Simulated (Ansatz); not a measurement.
# SnSe₂: relaxation of cell and atoms

All numbers below come from DFT, PBE, PAW with Ansatz's default frozen-core files, scalar-relativistic (Ansatz 0.2.0).

Command: `ansatz run input.yaml --threads 1 --pin off --max-ram 3072MiB --backend cpu --events-out ev --progress --plain --runs-dir out` The run took about 69 s on 1 thread of a shared machine.

```yaml
crystal:
  lattice:
    - [3.7676017037, 0.0, 0.0]
    - [-1.8838008518, 3.2628387867, 0.0]
    - [0.0, 0.0, 6.0281627259]
  atoms:
    - { symbol: Sn, position: [0.0, 0.0, 0.0] }
    - { symbol: Se, position: [0.3333333333, 0.6666666667, 0.25] }
    - { symbol: Se, position: [0.6666666667, 0.3333333333, 0.75] }
kpoints:
  mp_grid: { grid: [11, 11, 6] }
scf:
  occupations: { method: fermi_dirac, width: 0.05 }
hamiltonian:
  xc: pbe
  pseudopotentials: { kind: paw }
output:
  forces: true
  stress: true
relax:
  f_tol: 0.005
  max_steps: 80
  cell: {}
```

Spin–orbit coupling is left out, though it moves levels of the heavy atoms by tenths of an eV or more.

The cell is built from the CdI2 type as a first guess.

The cutoff is 420 eV; energies and pressures of the walk include the program's estimate of the Pulay term.

Each frame lists the cell vectors (Å), then Cartesian positions (Å) and forces (eV/Å). Free energies count from the first step, -16963.1462 eV.

The walk took 14 evaluations in all; steps that aren't listed are left out.

Step 1: E = 0.0 meV, P = 8.88 GPa

```
cell 3.7676 0.0000 0.0000 -1.8838 3.2628 0.0000 0.0000 0.0000 6.0282
Sn    0.0000    0.0000    0.0000     0.000   0.000   0.000
Se    0.0000    2.1752    1.5070     0.000   0.000   1.184
Se    1.8838    1.0876    4.5211     0.000   0.000  -1.184
```

Step 2:

```
cell 3.9012 0.0000 0.0000 -1.9506 3.3785 0.0000 0.0000 0.0000 6.3288
Sn    0.0000    0.0000    0.0000
Se    0.0000    2.2523    1.7519
Se    1.9506    1.1262    4.5768
```

Step 3: E = -199.7 meV, P = -1.55 GPa

```
cell 3.9771 0.0000 0.0000 -1.9886 3.4443 0.0000 0.0000 0.0000 6.2196
Sn    0.0000    0.0000    0.0000     0.000   0.000   0.000
Se    0.0000    2.2962    1.5680     0.000   0.000  -0.079
Se    1.9886    1.1481    4.6517     0.000   0.000   0.079
```

Step 4: E = -231.3 meV, P = -0.05 GPa

```
cell 3.9074 0.0000 0.0000 -1.9537 3.3839 0.0000 0.0000 0.0000 6.3069
Sn    0.0000    0.0000    0.0000     0.000   0.000   0.000
Se    0.0000    2.2559    1.5780     0.000   0.000   0.016
Se    1.9537    1.1280    4.7288     0.000   0.000  -0.016
```

Step 5: E = -240.8 meV, P = 0.45 GPa

```
cell 3.8708 0.0000 0.0000 -1.9354 3.3522 0.0000 0.0000 0.0000 6.4867
Sn    0.0000    0.0000    0.0000     0.000   0.000   0.000
Se    0.0000    2.2348    1.5905     0.000   0.000   0.021
Se    1.9354    1.1174    4.8962     0.000   0.000  -0.021
```

Step 6: E = -244.3 meV, P = 0.35 GPa

```
cell 3.8669 0.0000 0.0000 -1.9334 3.3488 0.0000 0.0000 0.0000 6.6290
Sn    0.0000    0.0000    0.0000     0.000   0.000   0.000
Se    0.0000    2.2325    1.5934     0.000   0.000   0.016
Se    1.9334    1.1163    5.0356     0.000   0.000  -0.016
```

Step 7: E = -245.8 meV, P = 0.02 GPa

```
cell 3.8749 0.0000 0.0000 -1.9375 3.3558 0.0000 0.0000 0.0000 6.7434
Sn    0.0000    0.0000    0.0000     0.000   0.000   0.000
Se    0.0000    2.2372    1.5939     0.000   0.000  -0.005
Se    1.9375    1.1186    5.1495     0.000   0.000   0.005
```

Step 8: E = -245.8 meV, P = 0.03 GPa

```
cell 3.8745 0.0000 0.0000 -1.9373 3.3554 0.0000 0.0000 0.0000 6.7991
Sn    0.0000    0.0000    0.0000     0.000   0.000   0.000
Se    0.0000    2.2369    1.5928     0.000   0.000   0.008
Se    1.9373    1.1185    5.2063     0.000   0.000  -0.008
```

Step 9: E = -245.8 meV, P = 0.00 GPa

```
cell 3.8742 0.0000 0.0000 -1.9371 3.3552 0.0000 0.0000 0.0000 6.8031
Sn    0.0000    0.0000    0.0000     0.000   0.000   0.000
Se    0.0000    2.2368    1.5939     0.000   0.000  -0.001
Se    1.9371    1.1184    5.2092     0.000   0.000   0.001
```

Step 10: E = -250.3 meV, P = 0.02 GPa (the cell of the step before, solved again on a basis chosen afresh, hence the jump)

```
cell 3.8742 0.0000 0.0000 -1.9371 3.3552 0.0000 0.0000 0.0000 6.8031
Sn    0.0000    0.0000    0.0000     0.000   0.000   0.000
Se    0.0000    2.2368    1.5939     0.000   0.000  -0.004
Se    1.9371    1.1184    5.2092     0.000   0.000   0.004
```

Step 11: E = -250.6 meV, P = 0.02 GPa

```
cell 3.8733 0.0000 0.0000 -1.9367 3.3544 0.0000 0.0000 0.0000 6.8575
Sn    0.0000    0.0000    0.0000     0.000   0.000   0.000
Se    0.0000    2.2363    1.5940     0.000   0.000  -0.001
Se    1.9367    1.1181    5.2635     0.000   0.000   0.001
```

Step 12: E = -250.7 meV, P = 0.03 GPa

```
cell 3.8718 0.0000 0.0000 -1.9359 3.3531 0.0000 0.0000 0.0000 6.9649
Sn    0.0000    0.0000    0.0000     0.000   0.000   0.000
Se    0.0000    2.2354    1.5941     0.000   0.000   0.005
Se    1.9359    1.1177    5.3708     0.000   0.000  -0.005
```

(1) Give the energy and forces of step 2.

(2) How does the relaxation end?

## Answers

(1) E = -8.3 meV, P = -4.01 GPa
```
Sn    0.0000    0.0000    0.0000     0.000   0.000   0.000
Se    0.0000    2.2523    1.7519     0.000   0.000  -1.210
Se    1.9506    1.1262    4.5768     0.000   0.000   1.210
```

(2) It converges, with a = 3.872 Å, b = 3.872 Å, c = 6.994 Å, α = 90.00°, β = 90.00°, γ = 120.00° (conventional cell, space group P-3m1). The last solve (on a basis chosen afresh for the final cell, so its energy is not quite comparable) gives E = -251.1 meV, P = 0.01 GPa:
```
cell 3.8716 0.0000 0.0000 -1.9358 3.3529 0.0000 0.0000 0.0000 6.9936
Sn    0.0000    0.0000    0.0000     0.000   0.000   0.000
Se    0.0000    2.2353    1.5946     0.000   0.000   0.001
Se    1.9358    1.1176    5.3990     0.000   0.000  -0.001
```
